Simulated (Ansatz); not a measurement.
Question: Zr (hcp (Mg type), P6_3/mmc) is relaxed with plane-wave PAW PBE (Ansatz code). What lattice parameters of the conventional cell result?

Answer: a = 3.232 Å, c = 5.171 Å.

The PBE relaxation kept the symmetry of its start. The run is not spin-polarised. Axis ratios of metals converge slowly with the k-mesh, so a and c are less sure than the volume.

Potentials: the later of the program's two PAW sets.
